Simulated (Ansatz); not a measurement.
## Spin-resolved density of states of NiRh (R-3m)

The geometry is a structure from the Materials Project, held fixed and not relaxed.

Functional, mesh and filling: PBEsol, 15×15×15 k mesh, Fermi–Dirac smearing of 0.05 eV. LAPW is all-electron LAPW in Ansatz 0.2.0. Site moments are integrated in spheres about the atoms.

The run was typed so:

```yaml
crystal:
  lattice:
    - [1.31412834, 0.7587123509, 4.1117064147]
    - [-1.31412834, 0.7587123509, 4.1117064147]
    - [0.0, -1.5174247017, 4.1117064147]
  atoms:
    - { symbol: Ni, position: [0.0, 0.0, 0.0], spin: 0.7 }
    - { symbol: Rh, position: [0.5, 0.5, 0.5], spin: 0.3 }
magnetization:
  spin_polarized: true
kpoints:
  mp_grid: { grid: [15, 15, 15] }
scf:
  occupations: { method: fermi_dirac, width: 0.05 }
  lower_state_search: "off"
hamiltonian:
  xc: pbesol
  pseudopotentials: { kind: all_electron, lapw: { basis_error: 0.001 } }
output:
  forces: true
  stress: true
  eigenvalues: false
  populations: true
  dos: { projected: true, de: 0.1, e_range: [-8, 5] }
```

Command: `ansatz run input.yaml --threads 1 --pin off --max-ram 3072MiB --backend cpu --events-out ev --progress --plain --runs-dir out`

Give the density of states by spin, smoothed by a Gaussian of 0.15 eV.


| E − E_F (eV) | majority (states/eV/cell) | minority (states/eV/cell) |
| --- | --- | --- |
| -7.00 | 0.11 | 0.10 |
| -6.70 | 0.13 | 0.12 |
| -6.40 | 0.17 | 0.15 |
| -6.10 | 0.39 | 0.23 |
| -5.80 | 0.84 | 0.56 |
| -5.50 | 1.20 | 1.00 |
| -5.20 | 1.12 | 1.11 |
| -4.90 | 1.17 | 1.09 |
| -4.60 | 1.20 | 1.13 |
| -4.30 | 1.25 | 0.95 |
| -4.00 | 1.24 | 1.12 |
| -3.70 | 1.39 | 1.29 |
| -3.40 | 1.45 | 1.38 |
| -3.10 | 1.56 | 1.37 |
| -2.80 | 2.17 | 1.22 |
| -2.50 | 2.35 | 1.53 |
| -2.20 | 2.23 | 2.03 |
| -1.90 | 1.90 | 2.14 |
| -1.60 | 1.93 | 1.94 |
| -1.30 | 2.10 | 1.99 |
| -1.00 | 1.95 | 2.05 |
| -0.70 | 1.98 | 2.06 |
| -0.40 | 1.76 | 1.67 |
| -0.10 | 1.59 | 1.96 |
| 0.20 | 0.98 | 1.93 |
| 0.50 | 0.53 | 1.66 |
| 0.80 | 0.37 | 0.88 |
| 1.10 | 0.32 | 0.42 |
| 1.40 | 0.30 | 0.33 |
| 1.70 | 0.30 | 0.31 |
| 2.00 | 0.30 | 0.31 |
| 2.30 | 0.29 | 0.31 |
| 2.60 | 0.27 | 0.30 |
| 2.90 | 0.26 | 0.28 |
| 3.20 | 0.25 | 0.27 |
| 3.50 | 0.24 | 0.25 |
| 3.80 | 0.23 | 0.24 |
| 4.10 | 0.23 | 0.24 |
| 4.40 | 0.22 | 0.23 |
Site moments (μB): Ni1 0.66, Rh2 0.34. Cell moment 0.98 μB.

Löwdin populations of d and f shells (filled inner shells left out):

| shell | up | down |
| --- | --- | --- |
| Ni1 3d | 4.70 | 4.04 |
| Rh2 4d | 4.29 | 3.94 |

The Ansatz runs typed with the search for lower states off end where their start leads. None of this fixes the real material's magnetic order: only patterns that fit the cell were computed, at zero temperature, with a functional that can overstate moments.
